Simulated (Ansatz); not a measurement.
SrTiO₃:
```
CELL_PARAMETERS angstrom
     -2.71555     2.71555     3.87115
      2.71555    -2.71555     3.87115
      2.71555     2.71555    -3.87115
ATOMIC_POSITIONS crystal
  Sr 0.75000 0.25000 0.50000
  Sr 0.25000 0.75000 0.50000
  Ti 0.00000 0.00000 0.00000
  Ti 0.50000 0.50000 0.00000
  O  0.77742 0.27742 0.05483
  O  0.22258 0.72258 0.94517
  O  0.27742 0.22258 0.50000
  O  0.72258 0.77742 0.50000
  O  0.75000 0.75000 0.00000
  O  0.25000 0.25000 0.00000
```

Cartesian axes are those of the cell as given.

Question: Give the high-frequency dielectric tensor and the Born effective charge tensors of the independent atoms from DFPT, plane-wave PAW LDA (Ansatz code).

Answer: 
ε∞:
```
6.31  0.00  0.00
0.00  6.31  0.00
0.00  0.00  6.35
```
Z* of atom 1 (Sr), rows: field, columns: displacement, in e:
```
2.51  0.00  0.00
0.00  2.51  0.00
0.00  0.00  2.59
```
Z* of atom 3 (Ti), rows: field, columns: displacement, in e:
```
 7.27   0.36   0.00
-0.36   7.27   0.00
 0.00   0.00   7.27
```
Z* of atom 5 (O), rows: field, columns: displacement, in e:
```
-3.87   1.84   0.00
 1.84  -3.87   0.00
 0.00   0.00  -2.08
```
Z* of atom 9 (O), rows: field, columns: displacement, in e:
```
-2.03   0.00   0.00
 0.00  -2.03   0.00
 0.00   0.00  -5.71
```

Space group I4/mcm. The workflow started from a Materials Project entry (that database holds measured and hypothetical structures alike); the Crystallography Open Database files this formula in space group No. 140, but the cells were not matched. It is not the phase usual at ambient conditions (space group No. 221). The LDA relaxation kept the symmetry of its start; whether a distortion lowers the energy is not shown. No spin polarisation was allowed. Spin–orbit coupling is left out wherever it is not named.

Potentials: the later of the program's two PAW sets.
